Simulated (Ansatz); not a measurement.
Here is the system:

Mo2C:
```cif
data_CMo2
_chemical_formula_sum 'Mo2 C1'
_space_group_name_H-M_alt 'P 1'
_space_group_IT_number 1
_cell_length_a 3.01619
_cell_length_b 3.01619
_cell_length_c 4.59612
_cell_angle_alpha 90.000
_cell_angle_beta 90.000
_cell_angle_gamma 120.000
loop_
_space_group_symop_operation_xyz
  'x, y, z'
loop_
_atom_site_label
_atom_site_type_symbol
_atom_site_fract_x
_atom_site_fract_y
_atom_site_fract_z
_atom_site_occupancy
Mo1 Mo 0.33333 0.66667 0.24909 1
Mo2 Mo 0.66667 0.33333 0.75091 1
C1 C 0.00000 0.00000 0.50000 1
```

This is the LDA-relaxed structure.

All from DFT-LDA in the program Ansatz with PAW potentials, unless another level is named. Give the electronic character.

metallic (no gap).

Next, the formation energy from the elements (no fitted shifts)?

-0.12 eV/atom.

Give the density of states at the Fermi level.

0.45 states/eV per atom (mean over ±0.08 eV).

Space group P-3m1. The workflow started from a Materials Project entry (that database holds measured and hypothetical structures alike); the Crystallography Open Database copy checked does not list it. COD files the formula under space group No. 60, so this cell is another polymorph or a model. Its standing as an ambient phase is unchecked. Symmetry was held in the LDA relaxation; of distortions, only those at the zone centre were tested. The run is not spin-polarised. The references are the lowest solids computed at this level, not always the standard phases. Scalar-relativistic: spin–orbit coupling is off unless named, which matters more the heavier the elements.

Potentials: the later of the program's two PAW sets.
